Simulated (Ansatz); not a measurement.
Data:

WC:
```yaml
crystal:
  lattice:
    - [2.88399, 0.00000, 0.00000]
    - [-1.44200, 2.49761, 0.00000]
    - [0.00000, 0.00000, 2.81218]
  atoms:
    - { symbol: W, position: [0.00000, 0.00000, 0.00000] }
    - { symbol: C, position: [0.66667, 0.33333, 0.50000] }
```

This is the LDA-relaxed structure. Cartesian axes are those of the cell as given.

Task: All from the program Ansatz at the LDA level (PAW), unless another level is named. Predict the Debye temperature from the elastic constants.

Result: 662 K.

Task: Predict the highest zone-centre frequency.

Result: 630 cm⁻¹.

Task: And the elastic constants (relaxed ions, GPa)?

Result: C11 = 759, C12 = 256, C13 = 196, C33 = 1020, C44 = 330.

Space group P-6m2. The cell was relaxed with LDA under the symmetry of its start; of distortions, only those at the zone centre were tested. No spin polarisation was allowed. As this level gives no gap, shear constants depend on the k-mesh and smearing (Fermi–Dirac, 0.1 eV here). As this level gives no gap, phonon frequencies hold no LO–TO term and depend on the k-mesh and smearing (Fermi–Dirac, 0.1 eV here). Spin–orbit coupling is left out wherever it is not named.

Potentials: the earlier of the program's two PAW sets.
